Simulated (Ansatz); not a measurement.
SnSb:
```yaml
crystal:
  lattice:
    - [0.00000, 3.04265, 3.04265]
    - [3.04265, 0.00000, 3.04265]
    - [3.04265, 3.04265, 0.00000]
  atoms:
    - { symbol: Sn, position: [0.00000, 0.00000, 0.00000] }
    - { symbol: Sb, position: [0.50000, 0.50000, 0.50000] }
```

Relaxed with PBEsol. Special points in fractions of this cell's reciprocal vectors: Γ (0.000, 0.000, 0.000); X (0.500, 0.000, 0.500); U (0.625, 0.250, 0.625); K (0.375, 0.375, 0.750); L (0.500, 0.500, 0.500); W (0.500, 0.250, 0.750).

Task: List the band energies nearest the Fermi level at these points for DFT-PBEsol in the program Ansatz with PAW potentials.

Result: In eV from the Fermi level; about four levels below and three above (degenerate sets whole), none deeper than 8.9 eV; points with the same levels are listed once.

```csv
k,below,above
Γ,-2.30 -0.81 -0.81 -0.81,4.61 4.61 4.61
X,-5.55 -5.30 -2.98 -2.98,2.43 6.95 6.95
U,-7.10 -4.82 -2.38 -1.72,4.35 4.60 5.39
L,-8.20 -0.18 -0.18,0.88 0.88 1.23
W,-8.86 -7.07 -4.39 -4.39,1.02 1.76 5.63 5.63
```

Space group Fm-3m (rock salt). The workflow started from an entry of the Crystallography Open Database (COD), which files this formula under 2 space groups. Its standing as an ambient phase is unchecked. The PBEsol relaxation kept the symmetry of its start; of distortions, only those at the zone centre were tested. Spin–orbit coupling is left out wherever it is not named.

Potentials: the later of the program's two PAW sets.
